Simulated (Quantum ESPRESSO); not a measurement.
```cif
data_Cd4F8
_chemical_formula_sum 'F8 Cd4'
_space_group_name_H-M_alt 'Fm-3m'
_space_group_IT_number 225
_space_group_name_Hall '-F 4 2 3'
_cell_length_a 5.40104
_cell_length_b 5.40104
_cell_length_c 5.40104
_cell_angle_alpha 90.000
_cell_angle_beta 90.000
_cell_angle_gamma 90.000
loop_
_atom_site_label
_atom_site_type_symbol
_atom_site_symmetry_multiplicity
_atom_site_Wyckoff_symbol
_atom_site_fract_x
_atom_site_fract_y
_atom_site_fract_z
_atom_site_occupancy
F1 F 8 c 0.25000 0.25000 0.25000 1
Cd1 Cd 4 a 0.00000 0.00000 0.00000 1
```
(The calculation used a cell of 3 atoms; values per cell refer to that cell.)

The geometry is that of Materials Project entry mp-241, symmetrised and not relaxed again.

Task: What does PBEsol (pw.x of Quantum ESPRESSO, ONCV potentials, with spin-orbit coupling) give for the electronic structure near the Fermi level?

Result: The PBEsol gap is indirect, 2.93 eV, from W to Γ; the smallest direct gap is 3.34 eV.
